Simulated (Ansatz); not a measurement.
## Relaxing a structure of Pt

The start is a generated cell, Pt built in the omega structure type. Cell shape, volume and atoms are optimised at zero target pressure with PBEsol (plane waves to 420 eV, PAW, scalar-relativistic; Ansatz, a quantum-chemistry and plane-wave program). The first steps use a coarse 9×9×12 k-mesh.

Starting cell:
```
Pt
1.0
    4.39530     0.00000     0.00000
   -2.19765     3.80644     0.00000
    0.00000     0.00000     2.67329
Pt
3
Direct
  0.00000   0.00000   0.00000
  0.33333   0.66667   0.50000
  0.66667   0.33333   0.50000
```

### Question
How large is the pressure on the unrelaxed cell, and of which sign?

### Answer
+9.6 GPa (positive: the cell is compressed).

### Question
By how much does the energy per atom fall from start to end?

### Answer
0.02 eV/atom.

### Question
How does the volume change?

### Answer
+3.2 %, from 14.91 to 15.39 Å³/atom.

### Question
How do the shortest distances between atoms change?

### Answer
The closest pairs of elements (up to four, under 3.6 Å), start → end: Pt–Pt 2.54 → 2.58 Å.

### Question
What band gap does the relaxed structure have at this level?

### Answer
Zero (metallic).

### Question
Write out the relaxed structure.

### Answer

```cif
data_Pt3
_chemical_formula_sum 'Pt3'
_space_group_name_H-M_alt 'P6/mmm'
_space_group_IT_number 191
_space_group_name_Hall '-P 6 2'
_cell_length_a 4.47020
_cell_length_b 4.47020
_cell_length_c 2.66790
_cell_angle_alpha 90.000
_cell_angle_beta 90.000
_cell_angle_gamma 120.000
loop_
_atom_site_label
_atom_site_type_symbol
_atom_site_symmetry_multiplicity
_atom_site_Wyckoff_symbol
_atom_site_fract_x
_atom_site_fract_y
_atom_site_fract_z
_atom_site_occupancy
Pt1 Pt 1 a 0.00000 0.00000 0.00000 1
Pt2 Pt 2 d 0.33333 0.66667 0.50000 1
```

The space group stays P6/mmm (No. 191) (the run could not lower it), with 3 atoms in the primitive cell. Final values are on a 12×12×17 k-mesh of the relaxed cell. No spin polarisation in the result.

The run could not lower the symmetry of its start; a shaken copy of this end point relaxes with PBEsol to I4/mmm (No. 139), 0.15 eV/atom lower.

The relaxed structure here is a generated cell of Pt: the first start was made by placing the elements on the sites of a structure type, and the end was not matched to a known phase here, so it may be hypothetical. Known forms of Pt include space group No. 225.
